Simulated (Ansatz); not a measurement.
Rb$_{2}$PtCl$_{6}$:
```xyz
9
Lattice="0.0000 4.9936 4.9936 4.9936 0.0000 4.9936 4.9936 4.9936 0.0000" Properties=species:S:1:pos:R:3 pbc="T T T"
Rb     2.4968     2.4968     2.4968
Rb     7.4904     7.4904     7.4904
Pt     0.0000     0.0000     0.0000
Cl     4.9936     7.6519     4.9936
Cl     4.9936     2.3353     4.9936
Cl     2.3353     4.9936     4.9936
Cl     7.6519     4.9936     4.9936
Cl     4.9936     4.9936     7.6519
Cl     4.9936     4.9936     2.3353
```

Relaxed with r²SCAN.

### Question
Give the Bader charges and basin volumes of the independent atoms, the program Ansatz at the r²SCAN level (PAW).

### Answer


| atom | Bader charge (e) | Bader volume (Å³) |
|---|---|---|
| Rb1 | +0.88 | 27.4 |
| Pt3 | +1.07 | 14.2 |
| Cl4 | -0.47 | 29.8 |

Space group Fm-3m. The workflow started from a Materials Project entry (that database holds measured and hypothetical structures alike); the Crystallography Open Database files this formula in space group No. 225, but the cells were not matched. Its standing as an ambient phase is unchecked. The r²SCAN relaxation kept the symmetry of its start; whether a distortion lowers the energy is not shown. The run is not spin-polarised. Scalar-relativistic: spin–orbit coupling is off unless named, which matters more the heavier the elements.

Potentials: the later of the program's two PAW sets.
